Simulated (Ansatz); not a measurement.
# Relaxing sodium (beta-Sn type)

The calculation used DFT, LDA (PW92), plane waves (420 eV) with PAW, scalar-relativistic (Ansatz 0.2.0). (PAW data from PBE, frozen cores regenerated.)

k-point mesh 10×10×7, Fermi-Dirac smearing 0.1 eV, no spin polarisation. Cell and atoms relax.

Starting structure:

```yaml
crystal:
  lattice:
    - [-3.3098293414, 3.3098293414, 1.8071668204]
    - [3.3098293414, -3.3098293414, 1.8071668204]
    - [3.3098293414, 3.3098293414, -1.8071668204]
  atoms:
    - { symbol: Na, position: [0.0, 0.0, 0.0] }
    - { symbol: Na, position: [0.75, 0.25, 0.5] }
hamiltonian:
  xc: lda
  pseudopotentials:
    kind: paw
    azcp:
      Na: "pseudopotentials/Na.paw.azcp"
basis:
  ecutwfc: 420
  fft_grid_basis: typed
kpoints:
  mp_grid: { grid: [10, 10, 7], shift: [0, 0, 0] }
magnetization:
  spin_polarized: false
scf:
  occupations: { method: fermi_dirac, width: 0.1 }
relax:
  max_steps: 60
  f_tol: 0.01
  cell: {}
output:
  write_density: true
  write_potential: true
  elf: true
  volumetric_format: npy
```

Problem. What cell does the relaxation end in?

Solution. C2/c with a = 3.518 Å, b = 12.069 Å, c = 3.596 Å, β = 118.74°; 33.47 Å³ per atom against 39.59 at the start (-15.5 %).

The cell has left the beta-Sn structure type; it ends in C2/c.

Problem. How much energy does the relaxation gain?

Solution. 84.4 meV per atom.

The k-point mesh keeps fewer symmetry operations than the starting structure has, so the cell can leave it.
